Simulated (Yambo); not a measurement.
Yambo run on CaClOH (space group P6_3mc, No. 186). The wavefunctions come from this Quantum ESPRESSO step (LDA, PseudoDojo standard norm-conserving files, scalar-relativistic):

```
&CONTROL
  calculation = 'nscf'
  pseudo_dir = './pseudo'
  outdir = './out'
/
&SYSTEM
  ibrav = 0
  nat = 8
  ntyp = 4
  ecutwfc = 84.0
  ecutrho = 336.0
  occupations = 'fixed'
  force_symmorphic = .true.
  nbnd = 237
/
&ELECTRONS
  conv_thr = 8e-09
  diago_full_acc = .true.
  diago_thr_init = 1e-08
/
ATOMIC_SPECIES
H 1.0080 H.upf
O 15.9990 O.upf
Cl 35.4500 Cl.upf
Ca 40.0780 Ca.upf
CELL_PARAMETERS angstrom
  3.869840109000   0.000000000000   0.000000000000
 -1.934920054000   3.351379843000   0.000000000000
  0.000000000000   0.000000000000   9.809830000000
ATOMIC_POSITIONS crystal
H   0.000000000000   0.000000000000   0.166940000000
H   0.000000000000   0.000000000000   0.666940000000
O   0.000000000000   0.000000000000   0.068120000000
O   0.000000000000   0.000000000000   0.568120000000
Cl   0.333333333000   0.666666667000   0.316670000000
Cl   0.666666667000   0.333333333000   0.816670000000
Ca   0.333333333000   0.666666667000   0.000070000000
Ca   0.666666667000   0.333333333000   0.500070000000
K_POINTS automatic
3 3 1 0 0 0
```

Yambo input:

```
rim_cut
gw0
dyson
el_el_corr
HF_and_locXC
ppa
em1d
RandQpts= 1000000
RandGvec= 1 Ry
EXXRLvcs= 84 Ry
VXCRLvcs= 336 Ry
Chimod= "HARTREE"
% BndsRnXp
 1 | 235 |
%
NGsBlkXp= 8 Ry
% LongDrXp
 1.0 | 1.0 | 1.0 |
%
PPAPntXp= 27.2114 eV
% GbndRnge
 1 | 235 |
%
GTermKind= "BG"
DysSolver= "n"
ExtendOut
% QPkrange
 1 | 1 | 24 | 25 |
 3 | 3 | 24 | 25 |
%
```

k points by index: 1 = Γ, 3 = K.

The o-*.qp file then holds:

```
#    K-point    Band    Eo [eV]    E [eV]    E-Eo [eV]    Vxc [eV]    Vnlxc [eV]    Sc|Eo [eV]    Sc|E [eV]    dSc/dw|Eo [eV]    Re(Z)    Im(Z)
#
    1    24    0.000000    -1.685314    -1.685314    -15.75463    -20.46384    2.629315    3.023903    -6.370683    0.810293    -0.001141
    1    25    5.065857    6.151154    1.085297    -9.638113    -4.879216    -3.493039    -3.673599    -4.526757    0.857371    -0.920117E-3
    3    24    -0.462018    -1.969866    -1.507848    -17.24072    -22.57259    3.447128    3.824025    -6.801094    0.800039    -0.001233
    3    25    6.343198    8.275446    1.932248    -12.60151    -6.461109    -3.854932    -4.208151    -4.974005    0.845456    -0.001016
```
(The two width columns are left out.) Convergence of these settings isn't established.

Geometry of the Materials Project entry, not relaxed at this level.

The structure is a Materials Project entry; no match was found in the copy of COD used, and its stability was not checked.
